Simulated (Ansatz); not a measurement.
K:
```cif
data_K2
_chemical_formula_sum 'K2'
_space_group_name_H-M_alt 'Im-3m'
_space_group_IT_number 229
_space_group_name_Hall '-I 4 2 3'
_cell_length_a 5.04593
_cell_length_b 5.04593
_cell_length_c 5.04593
_cell_angle_alpha 90.000
_cell_angle_beta 90.000
_cell_angle_gamma 90.000
loop_
_atom_site_label
_atom_site_type_symbol
_atom_site_symmetry_multiplicity
_atom_site_Wyckoff_symbol
_atom_site_fract_x
_atom_site_fract_y
_atom_site_fract_z
_atom_site_occupancy
K1 K 2 a 0.00000 0.00000 0.00000 1
```
(The calculation used a cell of 1 atom; values per cell refer to that cell.)

Relaxed with plane-wave PAW LDA (Ansatz code). Indices refer to the conventional cell of Im-3m, a = 5.046 Å, b = 5.046 Å, c = 5.046 Å, α = 90.00°, β = 90.00°, γ = 90.00°.

Q: Simulate the powder diffraction pattern (neutron, λ = 1.5401 Å; lines above 1 %) up to 2θ = 90°.

A: Simulated powder pattern, neutron, λ = 1.5401 Å (kinematic, ideal powder, no thermal factors, coherent scattering alone; the 30 strongest lines at most, above 1 %, up to 2θ = 90°):

| 2θ (°) | d (Å) | I/Imax (%) | hkl |
|---|---|---|---|
| 24.93 | 3.568 | 100 | (110) |
| 35.54 | 2.523 | 26 | (200) |
| 43.90 | 2.060 | 70 | (211) |
| 51.14 | 1.784 | 27 | (220) |
| 57.71 | 1.596 | 45 | (310) |
| 63.83 | 1.457 | 13 | (222) |
| 69.64 | 1.349 | 68 | (321) |
| 75.24 | 1.261 | 7.7 | (400) |
| 80.70 | 1.189 | 43 | (411)+(330) |
| 86.08 | 1.128 | 27 | (420) |

Symmetry was held in the LDA relaxation.

Potentials: the later of the program's two PAW sets.
